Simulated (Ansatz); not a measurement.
All numbers below come from DFT PBE, scalar-relativistic, plane waves, PAW (Ansatz 0.2.0). Settings: cutoff 420 eV, Γ-centred meshes spaced at most about 0.3 Å⁻¹ (2π included), Gaussian smearing. No spin polarisation in the final relaxations.

All energies are static (0 K, no zero-point motion).

Compare these two cells of AlGa₂As₃, each relaxed at this level.

A.

```xyz
6
Lattice="4.0591 0.0000 0.0000 -2.0295 3.5153 0.0000 0.0000 0.0000 9.9398" Properties=species:S:1:pos:R:3 pbc="T T T"
Al    0.0000    2.3435    6.6315
Ga    0.0000    0.0000    9.9375
Ga    2.0295    1.1718    3.3126
As    2.0295    1.1718    0.8285
As    0.0000    2.3435    4.1489
As    0.0000    0.0000    7.4452
```

B.

```xyz
6
Lattice="-2.0297 2.0297 8.6075 2.0297 -2.0297 8.6075 2.0297 2.0297 -8.6075" Properties=species:S:1:pos:R:3 pbc="T T T"
Al    0.0000    0.0000    0.0000
Ga    0.0000    0.0000   11.4748
Ga    0.0000    0.0000    5.7402
As    2.0297    0.0000    4.3037
As    0.0000    2.0297    7.1829
As    0.0000    2.0297    1.4246
```

Problem. Which placement of the atoms is lower in energy, and by how much?

Solution. They are level within the accuracy (under 1 meV/atom apart). The two share one framework of sites and differ in which element sits where. A has Al and Ga ordered on zinc blende sites, space group P3m1 (No. 156), 23.6 Å³/atom and a gap of 0.53 eV on its mesh; B has Al and Ga ordered on zinc blende sites, space group I-4m2 (No. 119), 23.6 Å³/atom and a gap of 0.64 eV. Counting As atoms around Al and Ga (those within 1.25 times the shortest such distance or 1.15 times the sum of covalent radii), A and B both have Al 4, Ga 4. Both come from invented guesses.

Kohn–Sham gaps at this level usually fall short of measured ones. Cells relaxed within their symmetry can be saddle points.
